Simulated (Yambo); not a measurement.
SrCd$_{2}$P$_{2}$ (space group P-3m1, No. 164): a test of whether the lowest BSE state is resolved, against the k mesh (Yambo, LDA bands; otherwise 6 valence and 10 conduction bands, static screening with 74 bands and a 3 Ry block, scissor 0.77 eV, Tamm-Dancoff).

| k mesh | direct gap (eV) | lowest state (eV) | difference (eV) | k points taking part | rough cost |
|---|---|---|---|---|---|
| 3×3×2 | 1.31 | 1.29 | 0.02 | 1.0 | about 1/20 |
| 6×6×2 | 1.31 | 1.25 | 0.06 | 1.0 | about 1/3 |
| 6×6×4 | 1.31 | 1.25 | 0.06 | 1.0 | 1 |

The last step moves the difference by 0.01 eV. Even the densest mesh doesn't resolve the state: none of these energies is a result, and the difference is no binding energy.

These are vertical excitations (zero momentum). The scissor comes from a G0W0 run whose convergence isn't established; costs are rough.

Spin-orbit splittings are left out.

Geometry of the Materials Project entry, not relaxed at this level; primitive cell a = 4.3595 Å, b = 4.3595 Å, c = 7.3115 Å, α = 90.00°, β = 90.00°, γ = 120.00°.

The structure is a Materials Project entry; no match was found in the copy of COD used, and its stability was not checked.
